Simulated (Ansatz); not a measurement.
Molecular dynamics on a 2×2×1 supercell (24 atoms) of WSe₂ (P-3m1), relaxed with r2SCAN+rVV10. Forces come from r2SCAN in the PAW code Ansatz: a Nosé-Hoover thermostat at fixed volume, 2200 K, steps of 3 fs. Classical nuclei, no spin polarisation; a few dozen steps show the first response, not equilibrium.

```yaml
crystal:
  lattice:
    - [6.5991847651, -1.0e-10, 0.0]
    - [-3.2995923825, 5.7150616509, 0.0]
    - [0.0, 0.0, 13.1505064054]
  atoms:
    - { symbol: W, position: [0.3333333333, 0.1666666667, 0.2497051232] }
    - { symbol: W, position: [0.1666666667, 0.3333333333, 0.7502948768] }
    - { symbol: Se, position: [0.1666666667, 0.3333333333, 0.3763490147] }
    - { symbol: Se, position: [0.3333333333, 0.1666666667, 0.8769395014] }
    - { symbol: Se, position: [0.1666666667, 0.3333333333, 0.1230604986] }
    - { symbol: Se, position: [0.3333333333, 0.1666666667, 0.6236509853] }
    - { symbol: W, position: [0.3333333333, 0.6666666667, 0.2497051232] }
    - { symbol: W, position: [0.1666666667, 0.8333333333, 0.7502948768] }
    - { symbol: Se, position: [0.1666666667, 0.8333333333, 0.3763490147] }
    - { symbol: Se, position: [0.3333333333, 0.6666666667, 0.8769395014] }
    - { symbol: Se, position: [0.1666666667, 0.8333333333, 0.1230604986] }
    - { symbol: Se, position: [0.3333333333, 0.6666666667, 0.6236509853] }
    - { symbol: W, position: [0.8333333333, 0.1666666667, 0.2497051232] }
    - { symbol: W, position: [0.6666666667, 0.3333333333, 0.7502948768] }
    - { symbol: Se, position: [0.6666666667, 0.3333333333, 0.3763490147] }
    - { symbol: Se, position: [0.8333333333, 0.1666666667, 0.8769395014] }
    - { symbol: Se, position: [0.6666666667, 0.3333333333, 0.1230604986] }
    - { symbol: Se, position: [0.8333333333, 0.1666666667, 0.6236509853] }
    - { symbol: W, position: [0.8333333333, 0.6666666667, 0.2497051232] }
    - { symbol: W, position: [0.6666666667, 0.8333333333, 0.7502948768] }
    - { symbol: Se, position: [0.6666666667, 0.8333333333, 0.3763490147] }
    - { symbol: Se, position: [0.8333333333, 0.6666666667, 0.8769395014] }
    - { symbol: Se, position: [0.6666666667, 0.8333333333, 0.1230604986] }
    - { symbol: Se, position: [0.8333333333, 0.6666666667, 0.6236509853] }
kpoints:
  mp_grid: { grid: [3, 3, 2] }
hamiltonian:
  xc: r2scan
scf:
  occupations: { method: fermi_dirac, width: 0.19 }
md:
  ensemble: nvt_nose_hoover
  temperature: 2200
  timestep: 3.0
  n_steps: 40
  initial_velocities: maxwell_boltzmann
  seed: 1632
```

Run as `ansatz run input.yaml --threads 4 --pin off --max-ram 5529MiB --backend cpu --events-out ev --progress --plain --runs-dir out`. It ended after 7.6 min on 4 threads of Intel(R) Xeon(R) Platinum 8259CL CPU @ 2.50GHz (Skylake/Cascade Lake), on a shared host, load about 0.5 per core; peak host memory 4.5 GiB.

```tsv
step	t (fs)	T (K)	free energy F from step 0 (meV/atom)	kinetic energy (meV/atom)	largest force (eV/Å)
0	0	2200	0.0	272.5	0.03
1	3	2173	3.4	269.2	0.68
2	6	2093	13.3	259.3	1.46
3	9	1965	29.2	243.5	2.28
4	12	1798	50.1	222.8	3.13
5	15	1603	74.5	198.6	3.95
6	18	1395	100.6	172.8	4.71
7	21	1188	126.7	147.1	5.34
```

The temperature goes from 2200 K to 1188 K in 21 fs. The thermostat hasn't had time to restore it. The atoms start on their lattice sites with kinetic energy alone, so much of it first passes into potential energy. By the last step the atoms have moved 0.14 Å in the root mean square, the drift of the whole cell taken out, 0.28 Å at most. The job's limit cut the run after 7 of 40 steps.

Positions (Å) and forces (eV/Å) at step 7:
```
W    1.611   0.919   3.325     2.433   1.391  -0.823
W   -0.101   1.941   9.825     2.930  -0.474  -2.447
Se   0.028   1.987   4.897    -0.750  -1.795   1.822
Se   1.550   1.107  11.603     0.341  -1.136  -0.232
Se   0.126   1.933   1.660    -1.310  -0.742  -0.646
Se   1.617   1.070   8.199     0.035  -1.141   0.242
W    0.020   3.751   3.317     0.033   2.411  -0.681
W   -1.600   4.855   9.920     0.933  -0.426  -0.803
Se  -1.682   4.857   4.976    -0.216  -1.619   0.167
Se  -0.023   3.644  11.543     0.381   2.574   0.066
Se  -1.565   4.738   1.705    -0.888   0.043  -0.837
Se  -0.015   3.654   8.117     0.149   2.638   0.375
W    4.936   0.933   3.323     0.811   0.159  -0.358
W    3.229   1.892   9.937     0.489  -0.426  -1.553
Se   3.323   1.893   4.995    -0.431   0.239  -0.694
Se   5.006   0.978  11.257    -2.123  -2.254   4.349
Se   3.433   1.934   1.554    -1.124  -0.392   0.997
Se   4.916   1.056   8.002    -0.376  -1.601   1.689
W    3.279   3.793   3.263     0.028   0.347   0.953
W    1.672   4.697   9.791    -0.810   0.242  -0.651
Se   1.543   4.707   5.038     1.273   0.490  -0.793
Se   3.362   3.856  11.474    -0.718   0.044   1.313
Se   1.653   4.811   1.586     0.094  -0.507   0.702
Se   3.480   3.681   8.370    -1.183   1.937  -2.157
```
